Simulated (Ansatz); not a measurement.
Two Ansatz runs on Cr

The cell comes from COD entry 5000220, which wasn't checked; take it as a given geometry. The listed cell was then made from it by scaling, straining or moving an atom.

First run: DFT, PBE, PAW with Ansatz's default frozen-core files, scalar-relativistic (Ansatz 0.2.0).

Command: `ansatz run input.yaml --threads 1 --pin off --max-ram 3072MiB --backend cpu --events-out ev --progress --plain --runs-dir out` The run took 25 s on 1 thread of Arm Neoverse V1 (shared host), peak memory 0.35 GiB.

```yaml
crystal:
  lattice:
    - [-1.4125141895, 1.4125141895, 1.4125141895]
    - [1.4125141895, -1.4125141895, 1.4125141895]
    - [1.4125141895, 1.4125141895, -1.4125141895]
  atoms:
    - { symbol: Cr, position: [0.0, 0.0, 0.0], spin: 3.0 }
magnetization:
  spin_polarized: true
kpoints:
  mp_grid: { grid: [16, 16, 16] }
scf:
  occupations: { method: fermi_dirac, width: 0.05 }
hamiltonian:
  xc: pbe
  pseudopotentials: { kind: paw }
output:
  forces: true
  stress: true
  efg: { contact_densities: true }
  write_density: true
  write_potential: true
  elf: true
  volumetric_format: npy
relax:
  f_tol: 0.005
  max_steps: 80
  cell: {}
```

Result: converged; relaxed volume 11.553 Å³/atom; moment 0.00 μB; 48 SCF iterations in all.

The input is then changed:

```diff
@@ -9,5 +9,5 @@
   spin_polarized: true
 kpoints:
-  mp_grid: { grid: [16, 16, 16] }
+  mp_grid: { grid: [16, 16, 16], shift: [0.5, 0.5, 0.5] }
 scf:
   occupations: { method: fermi_dirac, width: 0.05 }
@@ -15,12 +15,9 @@
   xc: pbe
   pseudopotentials: { kind: paw }
+  dispersion: d3bj
 output:
   forces: true
   stress: true
   efg: { contact_densities: true }
-  write_density: true
-  write_potential: true
-  elf: true
-  volumetric_format: npy
 relax:
   f_tol: 0.005
```

Predict the outcome of the changed run.

It converged; relaxed volume 11.246 Å³/atom; moment 0.00 μB; 32 SCF iterations in all.
